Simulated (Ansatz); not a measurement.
Input:

NbTe2:
Space group C2/m (No. 12); a = 15.089 Å, b = 3.695 Å, c = 9.638 Å, α = γ = 90.00°, β = 111.88°

```csv
atom,site,symmetry,x,y,z
Nb,2a,2/m,0.0000,0.0000,0.0000
Nb,4i,m,0.1383,0.5000,0.2893
Te,4i,m,0.1462,0.5000,0.0165
Te,4i,m,0.2937,0.0000,0.3835
Te,4i,m,0.0066,0.0000,0.3033
```
(The calculation used a cell of 9 atoms; values per cell refer to that cell.)

This is the r²SCAN-relaxed structure.

### Question
All from r²SCAN in the plane-wave PAW code Ansatz, unless another level is named. Estimate the electronic character.

### Answer
metallic (no gap).

### Question
What about the density of states at the Fermi level?

### Answer
0.40 states/eV per atom (mean over ±0.08 eV).

### Question
Next, the formation energy from the elements (no fitted shifts)?

### Answer
-0.54 eV/atom.

The first step of the workflow began from a Materials Project structure, measured or hypothetical; the Crystallography Open Database files this formula in space group No. 12, but the cells were not matched. Whether it is the stable phase at ambient conditions was not checked. Symmetry was held in the r²SCAN relaxation; its stability against distortions is not shown here. The run is not spin-polarised. A crystal of weakly bound layers computed without a dispersion correction: the cell and the soft elastic constants depend strongly on that. With an odd number of electrons in the cell and no spin polarisation, the count alone makes it a metal. The references are the lowest solids computed at this level, not always the standard phases. Spin–orbit coupling is left out wherever it is not named.

Potentials: the earlier of the program's two PAW sets.
